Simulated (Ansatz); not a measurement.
All-electron LAPW in Ansatz 0.2.0 under PBE, scalar-relativistic, energies extrapolated to zero smearing. Slabs are 1×1 cells cut from bulk crystals relaxed on PAW files, with atoms then relaxed, 16 to 20 Å of vacuum, a dipole correction, k spacings of 0.16 to 0.26 Å⁻¹ and smearing of 0.02 to 0.1 eV, without spin–orbit coupling or spin polarisation. The bulk type named needn't be the stable one, and no reconstruction is allowed.

| slab | area (Å²) | γ (J/m²) | Φ (eV) | Δd12 (%) |
| --- | --- | --- | --- | --- |
| fcc Pt (111), 3 layers | 6.83 | ? | 5.76 | 0.8 |
| fcc Pt (111), 5 layers | 6.83 | 1.51 | 5.68 | 0.9 |
| fcc Pt (100), 4 layers | 7.88 | 1.83 | 5.63 | ? |
| fcc Pt (111), 6 layers | 6.83 | 1.51 | 5.70 | 1.0 |

**Question.** Give the missing entry: row "fcc Pt (111), 3 layers", column "γ (J/m²)".

**Answer.** 1.53.

**Question.** Fill in "Δd12 (%)" for the row "fcc Pt (100), 4 layers".

**Answer.** -2.8.
